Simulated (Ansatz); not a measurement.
Relaxed-ion elastic tensor of Si₂Mo (MoSi2 or CaC2 type, I4/mmm) in GPa (Voigt order), DFT-PBE in the program Ansatz with PAW potentials; density 6.20 g/cm³, 13.58 Å³ per atom.

```json
[
 {"": "1", "1": "390", "2": "112", "3": "88.3", "4": "0.0", "5": "0.0", "6": "0.0"},
 {"": "2", "1": "112", "2": "390", "3": "88.3", "4": "0.0", "5": "0.0", "6": "0.0"},
 {"": "3", "1": "88.3", "2": "88.3", "3": "489", "4": "0.0", "5": "0.0", "6": "0.0"},
 {"": "4", "1": "0.0", "2": "0.0", "3": "0.0", "4": "193", "5": "0.0", "6": "0.0"},
 {"": "5", "1": "0.0", "2": "0.0", "3": "0.0", "4": "0.0", "5": "193", "6": "0.0"},
 {"": "6", "1": "0.0", "2": "0.0", "3": "0.0", "4": "0.0", "5": "0.0", "6": "188"}
]
```

### Question
Is the crystal mechanically stable?

### Answer
Yes: the smallest eigenvalue of C is 188 GPa.

### Question
Work out the Voigt, Reuss and Hill averages.

### Answer
K_V = 205, K_R = 204, K_H = 204; G_V = 180, G_R = 177, G_H = 179 GPa.

### Question
Give Young's modulus, Poisson's ratio, Pugh's ratio and the universal anisotropy index.

### Answer
E = 9KG/(3K + G) = 415 GPa; ν = 0.16; K/G = 1.14 (brittle by the Pugh limit of 1.75); A_U = 5G_V/G_R + K_V/K_R − 6 = 0.09.

### Question
Estimate the sound speeds and the Debye temperature.

### Answer
v_l = √((K + 4G/3)/ρ) = 8450 m/s, v_t = √(G/ρ) = 5370 m/s, mean 5910 m/s; Θ = (h/k)(3n/4πV)^(1/3) v_m = 737 K.

### Question
Solve the Christoffel equation for the three sound speeds along x, y, z.

### Answer
Eigenvalues of C_ijkl n_j n_l equal ρv². In km/s, slowest first: x 5.51, 5.59, 7.93; y 5.51, 5.59, 7.93; z 5.59, 5.59, 8.88.

### Question
How much does each axis shrink under pressure?

### Answer
Linear compressibilities β_i = Σ_j S_ij (j = 1 to 3): x 1.7, y 1.7, z 1.4 per TPa.

Symmetry was held in the PBE relaxation; of distortions, only those at the zone centre were tested. No spin polarisation was allowed. As this level gives no gap, shear constants depend on the k-mesh and smearing (Fermi–Dirac, 0.1 eV here).

Potentials: the later of the program's two PAW sets.
